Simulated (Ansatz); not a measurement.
Q: Zr (hcp (Mg type), P6_3/mmc) is relaxed with plane-wave PAW PBE+D3(BJ) (Ansatz code). What lattice parameters of the conventional cell result?

A: a = 3.183 Å, c = 5.116 Å.

The PBE+D3(BJ) relaxation kept the symmetry of its start. The run is not spin-polarised. The pairwise dispersion correction was not fitted to metals. Axis ratios of metals converge slowly with the k-mesh, so a and c are less sure than the volume.

Potentials: the later of the program's two PAW sets.
